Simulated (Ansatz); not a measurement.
The start is a generated trial cell of PbSe in the AFLOW prototype AB_oP4_59_a_b (as in CuTe). A full variable-cell relaxation at zero pressure is run with PBE (plane waves to 420 eV, PAW, scalar-relativistic; Ansatz, an electronic-structure program). The first steps use a coarse 6×5×3 k-mesh.

Starting cell:
```
PbSe
1.0
    3.73811     0.00000     0.00000
    0.00000     4.85362     0.00000
    0.00000     0.00000     8.24759
Pb Se
2 2
Direct
  0.00000   0.00000   0.05100
  0.50000   0.50000   0.94900
  0.00000   0.50000   0.27700
  0.50000   0.00000   0.72300
```

Q: Does the structure survive the relaxation? Give the final space group.

A: The space group goes from Pmmn (No. 59) to Fm-3m (No. 225); the end is rock salt type, with 2 atoms in the primitive cell.

Q: How much energy is released per atom?

A: 0.82 eV/atom.

Q: How does the volume change?

A: -19.7 %, from 37.41 to 30.05 Å³/atom.

Q: What band gap does the relaxed structure have at this level?

A: 0.44 eV, direct at L (no spin-orbit coupling).

Q: What does it relax into? Give the structure.

A: 
Space group Fm-3m (No. 225); a = b = c = 6.2179 Å, α = β = γ = 90.00°

```
atom  site  symmetry       x       y       z
----  ----  --------  ------  ------  ------
Pb      4a      m-3m  0.0000  0.0000  0.0000
Se      4b      m-3m  0.5000  0.5000  0.5000
```
(The calculation used a cell of 2 atoms; values per cell refer to that cell.)

Final values are on a 9×9×9 k-mesh of the relaxed cell. No spin polarisation in the result. Spin-orbit coupling is missing; with elements this heavy it can move band edges by tenths of an eV or more.

The run could not lose the symmetry of its start.
